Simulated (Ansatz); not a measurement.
A relaxation computed with Ansatz, from input to last step.

```yaml
crystal:
  lattice:
    - [3.9446594746, 0.0, 0.0]
    - [0.0, 3.9446594746, 0.0]
    - [0.0, 0.0, 8.3631110483]
  atoms:
    - { symbol: Bi, position: [0.0, 0.5, 0.1513860831] }
    - { symbol: Bi, position: [0.5, 0.0, 0.8486139169] }
    - { symbol: Br, position: [0.0, 0.5, 0.6621620516] }
    - { symbol: Br, position: [0.5, 0.0, 0.3378379484] }
    - { symbol: O, position: [0.0, 0.0, 0.0] }
    - { symbol: O, position: [0.5, 0.5, 0.0] }
basis:
  ecutwfc: 420
kpoints:
  mp_grid: { grid: [8, 8, 4] }
hamiltonian:
  xc: pbesol
scf:
  occupations: { method: gaussian, width: 0.02 }
output:
  forces: true
  stress: true
  eigenvalues: true
relax:
  adjacent_minimum: "off"
  f_tol: 0.01
  max_steps: 30
  cell: { stress_tol: 0.1, fix: [volume] }
```

```bash
ansatz run input.yaml --threads 2 --pin off --max-ram 5120MiB --backend cpu --events-out ev --progress --plain --runs-dir out
```

All numbers below come from DFT PBEsol, scalar-relativistic, plane waves, PAW in Ansatz.

The volume is held at 1.03 times that of the relaxed cell.

Of 5 frames 5 are shown, positions in Å and forces in eV/Å; the SCF threshold varies from step to step. Steps run on the plane waves of an earlier cell, with a Pulay correction in the pressure. The basis is chosen afresh for the last frame, the zero of the energies, and at times for earlier ones too; energy and pressure step there, also at an unchanged geometry.

```xyz
6
Lattice="3.9447 0.0000 0.0000 0.0000 3.9447 0.0000 0.0000 0.0000 8.3631" Properties=species:S:1:pos:R:3:forces:R:3 pbc="T T T" step=1 free_energy_over_end_meV_per_atom=4.28 pressure_GPa=-2.41
Bi    0.0000    1.9723    1.2661    0.0000    0.0000   -0.3271
Bi    1.9723    0.0000    7.0971    0.0000    0.0000    0.3271
Br    0.0000    1.9723    5.5377    0.0000    0.0000    0.1167
Br    1.9723    0.0000    2.8254    0.0000    0.0000   -0.1167
O     0.0000    0.0000    0.0000    0.0000    0.0000    0.0000
O     1.9723    1.9723    0.0000    0.0000    0.0000    0.0000
6
Lattice="3.9229 0.0000 0.0000 0.0000 3.9229 0.0000 0.0000 0.0000 8.4560" Properties=species:S:1:pos:R:3:forces:R:3 pbc="T T T" step=2 free_energy_over_end_meV_per_atom=1.67 pressure_GPa=-0.08
Bi    0.0000    1.9615    1.2274    0.0000    0.0000    0.3631
Bi    1.9615    0.0000    7.2286    0.0000    0.0000   -0.3631
Br    0.0000    1.9615    5.6649    0.0000    0.0000    0.0337
Br    1.9615    0.0000    2.7911    0.0000    0.0000   -0.0337
O     0.0000    0.0000    0.0000    0.0000    0.0000    0.0000
O     1.9615    1.9615    0.0000    0.0000    0.0000    0.0000
6
Lattice="3.9103 0.0000 0.0000 0.0000 3.9103 0.0000 0.0000 0.0000 8.5109" Properties=species:S:1:pos:R:3:forces:R:3 pbc="T T T" step=3 free_energy_over_end_meV_per_atom=0.20 pressure_GPa=-0.37
Bi    0.0000    1.9551    1.2544    0.0000    0.0000   -0.0486
Bi    1.9551    0.0000    7.2565    0.0000    0.0000    0.0486
Br    0.0000    1.9551    5.7130    0.0000    0.0000   -0.0392
Br    1.9551    0.0000    2.7979    0.0000    0.0000    0.0392
O     0.0000    0.0000    0.0000    0.0000    0.0000    0.0000
O     1.9551    1.9551    0.0000    0.0000    0.0000    0.0000
6
Lattice="3.9071 0.0000 0.0000 0.0000 3.9071 0.0000 0.0000 0.0000 8.5246" Properties=species:S:1:pos:R:3:forces:R:3 pbc="T T T" step=4 free_energy_over_end_meV_per_atom=0.10 pressure_GPa=-0.39
Bi    0.0000    1.9536    1.2546    0.0000    0.0000   -0.0028
Bi    1.9536    0.0000    7.2700    0.0000    0.0000    0.0028
Br    0.0000    1.9536    5.7123    0.0000    0.0000    0.0038
Br    1.9536    0.0000    2.8123    0.0000    0.0000   -0.0038
O     0.0000    0.0000    0.0000    0.0000    0.0000    0.0000
O     1.9536    1.9536    0.0000    0.0000    0.0000    0.0000
6
Lattice="3.9071 0.0000 0.0000 0.0000 3.9071 0.0000 0.0000 0.0000 8.5246" Properties=species:S:1:pos:R:3:forces:R:3 pbc="T T T" step=5 free_energy_over_end_meV_per_atom=0.00 pressure_GPa=-0.38
Bi    0.0000    1.9536    1.2546    0.0000    0.0000   -0.0033
Bi    1.9536    0.0000    7.2700    0.0000    0.0000    0.0033
Br    0.0000    1.9536    5.7123    0.0000    0.0000    0.0039
Br    1.9536    0.0000    2.8123    0.0000    0.0000   -0.0039
O     0.0000    0.0000    0.0000    0.0000    0.0000    0.0000
O     1.9536    1.9536    0.0000    0.0000    0.0000    0.0000
```

It took 58 s on 2 threads of Intel(R) Xeon(R) Processor @ 2.50GHz (Skylake/Cascade Lake), on a shared host, peak memory 0.53 GiB.

Spin–orbit coupling is left out, which can shift energies with elements as heavy as these.